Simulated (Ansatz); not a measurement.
antiNiAs-structured EuSb

Method: PBE, scalar-relativistic; collinear spin; PAW, 420 eV, Γ-centred 8×8×6 mesh, 0.05 eV Gaussian smearing; code Ansatz. The datasets are Ansatz's generated set soft_2.

```
Eu Sb
1.0
     4.90838    0.00000    0.00000
    -2.45419    4.25078    0.00000
     0.00000    0.00000    6.62251
Eu Sb
2 2
Direct
  0.33333 0.66667 0.25000
  0.66667 0.33333 0.75000
  0.00000 0.00000 0.00000
  0.00000 0.00000 0.50000
```

This is a trial structure made by placing the elements on a prototype's sites, so it needn't be the stable form.

Magnetic state: ferromagnetic, site spin moments Eu 6.75; Sb -0.06 μB.

The run above is the reference. The same cell was run again with other input settings; several of them aren't fit for production, so the rows show the settings' effect and aren't properties of the material.

| keys changed | outcome | ΔE (meV/atom) | P (GPa) | gap on the mesh (eV) | cell moment (μB) | largest force component (eV/Å) | SCF iterations | rough core-seconds | new warnings |
| --- | --- | --- | --- | --- | --- | --- | --- | --- | --- |
| none (reference) | converged | 0.0 | 0.0 | metal | 13.67 | 0.000 | – | – | – |
| scf.occupations.method: "gaussian" → "methfessel_paxton"; scf.occupations.width: 0.05 → 0.01; hamiltonian.dispersion: "d3bj" | converged | – | -1.8 | metal | 13.67 | 0.000 | 14 | 60 | given moment on shells; stability check not made |
| basis.ecutrho_ratio: 4 → 12; basis.xc_grid: 3; kpoints.mp_grid.grid: [8, 8, 6] → [12, 12, 9] | converged | 2.1 | 0.0 | metal | 13.56 | 0.000 | 13 | 140 | given moment on shells |
| scf.n_extra_bands: 2 | refused | – | – | – | – | – | 0 | 0.1 | – |
| accuracy: "medium" | converged | 0.0 | 0.0 | metal | 13.67 | 0.000 | 13 | 50 | given moment on shells |

ΔE is the energy with the smearing extrapolated to zero. It is left out where the change alters the Hamiltonian or the spin treatment. The varied runs start from atomic densities (corrected by the program's trained start where that serves), with the default search for lower states unless a row changes it, while the reference went on from a saved state, so a magnet may end in another state whatever the setting.

- Message for «scf.n_extra_bands: 2»: inconsistent input (scf.n_extra_bands): n_bands = 34 cannot host the net starting moment |Σ_I m_I| = 12.0000 μB: with N_el = 64 the majority spin channel must hold (N_el + |M|)/2 = 38.0000 electrons at no more than one per band — at least 38 bands (34 bands cap the reachable moment at 2·n_bands − N_el = 4.0000 μB); …

(1) What happens with these changes: hamiltonian.xc: "pbe" → "lda"; hamiltonian.dispersion: "d4"?

Answer:

(1) outcome converged, P (GPa) -5.2, gap on the mesh (eV) metal, cell moment (μB) 13.67, largest force component (eV/Å) 0.000, SCF iterations 12, rough core-seconds 60, new warnings dispersion damping borrowed; given moment on shells.

The pair part of a dispersion correction pulls inward (a three-body part mostly pushes out), and in metals and ionic crystals with large ions it often overbinds.

1 further run (cut off, refused for memory, with changed atoms or starts, or in doubt) is left out.

Of the reference: Without a U the 4f levels of Eu lie too near the Fermi level, so their share of the states there, and what hangs on it, is overstated. Spin–orbit coupling, which matters for such heavy elements, is left out. Site moments are of spin, integrated over atomic spheres. The moments were started parallel, and the real magnetic order may be another.
